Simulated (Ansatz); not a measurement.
WO3:
```
CELL_PARAMETERS angstrom
      5.18085     0.00000     0.00000
      0.00000     5.18085     0.00000
      0.00000     0.00000     7.76667
ATOMIC_POSITIONS crystal
  W  0.00000 0.50000 0.21761
  W  0.50000 0.00000 0.28239
  W  0.50000 0.00000 0.78239
  W  0.00000 0.50000 0.71761
  O  0.30101 0.30101 0.75000
  O  0.19899 0.80101 0.75000
  O  0.69899 0.69899 0.75000
  O  0.80101 0.19899 0.75000
  O  0.19899 0.19899 0.25000
  O  0.30101 0.69899 0.25000
  O  0.80101 0.80101 0.25000
  O  0.69899 0.30101 0.25000
  O  0.00000 0.50000 0.99168
  O  0.50000 0.00000 0.50832
  O  0.50000 0.00000 0.00832
  O  0.00000 0.50000 0.49168
```

Relaxed with LDA. Special points in fractions of this cell's reciprocal vectors: Γ (0.000, 0.000, 0.000); X (0.000, 0.500, 0.000); M (0.500, 0.500, 0.000); Z (0.000, 0.000, 0.500); R (0.000, 0.500, 0.500); A (0.500, 0.500, 0.500).

### Question
List the band energies nearest the valence-band maximum at these points for plane-wave PAW LDA (Ansatz code).

### Answer
In eV from the valence-band maximum; about four levels below and three above (degenerate sets whole), none deeper than 8.9 eV; points with the same levels are listed once.

| k | below | above |
|---|---|---|
| Γ | -0.37 -0.36 -0.07 -0.07 | 1.07 1.08 1.90 1.90 |
| X | -0.51 -0.51 -0.31 -0.31 | 3.39 3.39 3.47 3.47 |
| M | -1.06 -1.06 0.00 0.00 | 1.85 1.85 4.05 4.05 |
| Z | -0.59 -0.59 -0.59 -0.59 -0.36 -0.36 | 1.07 1.07 3.08 3.08 3.08 3.08 |
| R | -0.53 -0.53 -0.53 -0.53 | 3.62 3.62 3.62 3.62 |
| A | -0.69 -0.69 -0.69 -0.69 | 3.16 3.16 3.16 3.16 |

Space group P4/ncc. The workflow started from a Materials Project entry (that database holds measured and hypothetical structures alike); the Crystallography Open Database files this formula in space group No. 130, but the cells were not matched. Whether it is the stable phase at ambient conditions was not checked. The LDA relaxation kept the symmetry of its start. At this level the phase is dynamically unstable (imaginary phonons). The run is not spin-polarised. No Hubbard U is applied. Scalar-relativistic: spin–orbit coupling is off unless named, which matters more the heavier the elements.

Potentials: the later of the program's two PAW sets.
